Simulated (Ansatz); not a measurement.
BaS:
```xyz
2
Lattice="0.0000 3.1358 3.1358 3.1358 0.0000 3.1358 3.1358 3.1358 0.0000" Properties=species:S:1:pos:R:3 pbc="T T T"
Ba     0.0000     0.0000     0.0000
S      3.1358     3.1358     3.1358
```

Relaxed with LDA.

**Question.** Give the optical modes at the zone centre with their infrared and Raman activity from DFPT, LDA (plane waves, PAW; program Ansatz).

**Answer.** Transverse frequencies, without the LO–TO term; a row sums one degenerate level.

```json
[
 {"ω (cm⁻¹)": "151", "degeneracy": "3", "IR ((D/Å)²/amu)": "18.43", "Raman (Å⁴/amu)": "0", "activity": "IR", "symmetry": "T1u"}
]
```

**Question.** How high does the top mode go among those that the LO–TO term moves?

**Answer.** 254 cm⁻¹ for q along x.

Space group Fm-3m (rock salt). The LDA relaxation kept the symmetry of its start; phonons on a q-mesh show no instability. Scalar-relativistic: spin–orbit coupling is off unless named, which matters more the heavier the elements.

Potentials: the later of the program's two PAW sets.
